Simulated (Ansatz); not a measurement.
Zn:
Space group P6₃/mmc (No. 194); a = 2.5494 Å, b = 2.5494 Å, c = 4.8626 Å, α = 90.00°, β = 90.00°, γ = 120.00°

| atom | site | symmetry | x | y | z |
|---|---|---|---|---|---|
| Zn | 2d | -6m2 | 0.6667 | 0.3333 | 0.2500 |

Relaxed with plane-wave PAW LDA (Ansatz code). Indices refer to the conventional cell of P6_3/mmc, a = b = 2.5494 Å, c = 4.8626 Å, α = β = 90.00°, γ = 120.00°.

Task: Simulate the powder diffraction pattern (Cu Kα, λ = 1.54184 Å; lines above 1 %) up to 2θ = 90°.

Result: Simulated powder pattern, Cu Kα, λ = 1.54184 Å (kinematic, ideal powder, no thermal factors, no anomalous dispersion; the 30 strongest lines at most, above 1 %, up to 2θ = 90°):

| 2θ (°) | d (Å) | I/Imax (%) | hkl |
|---|---|---|---|
| 36.97 | 2.431 | 39 | (0002) |
| 40.87 | 2.208 | 22 | (1 0 -1 0) |
| 45.10 | 2.010 | 100 | (1 0 -1 1) |
| 56.28 | 1.634 | 17 | (1 0 -1 2) |
| 72.32 | 1.307 | 22 | (1 0 -1 3) |
| 74.43 | 1.275 | 14 | (1 1 -2 0) |
| 78.72 | 1.216 | 3.9 | (0004) |
| 86.14 | 1.129 | 18 | (1 1 -2 2) |
| 88.59 | 1.104 | 2.1 | (2 0 -2 0) |

The cell was relaxed with LDA under the symmetry of its start. Axis ratios of metals converge slowly with the k-mesh, so a and c are less sure than the volume.

Potentials: the earlier of the program's two PAW sets.
